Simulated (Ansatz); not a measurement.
# Sc₃Al: how the free axis answers a strain

Sc₃Al, Pm-3m, a = 4.427 Å. The structure is a Materials Project entry; whether it is the stable form wasn't checked. Ansatz: r2SCAN, PAW, 500 eV, Γ-centred 12×12×12 mesh on 4 atoms, Gaussian smearing 0.10 eV; no spin polarisation. Series: biaxial strain in the a-b plane, c and atoms relaxed; x is the strain in per cent. y is the change of c in per cent of 4.427 Å.

```
x (%) y (%)
 -6.0      ?
 -4.0   3.55
 -2.0   1.69
  0.0   0.00
  2.0  -1.67
  4.0  -3.42
  6.0  -5.42
```

Q: Fit y = c1 x + c2 x² to the other rows, say what c1 measures, and predict the missing y.

A: Least squares on the rows shown. y = −0.8781 x − 0.001793 x². With no stress along c, c1 = −2C12/C11 = -0.878. With a term in x³ added, the coefficient of x becomes -0.8278, 6 % less, which shows how far this figure hangs on the form. At x = -6.0 the fit asked for gives 5.20 %. The run gave 5.41 %, so the fit is 0.21 % too low, 1.9 % of the span of the series, against an rms of 0.09 % on the fitted rows. The row lies outside the fitted range. With a term in x³ added, a fit to the same known rows predicts 5.70 %, which misses by about as much or more on the other side: the known rows don't fix the higher terms.

Cost: 7 runs of about 35 core-minutes in all, on AMD EPYC (Zen 3) (shared hosts).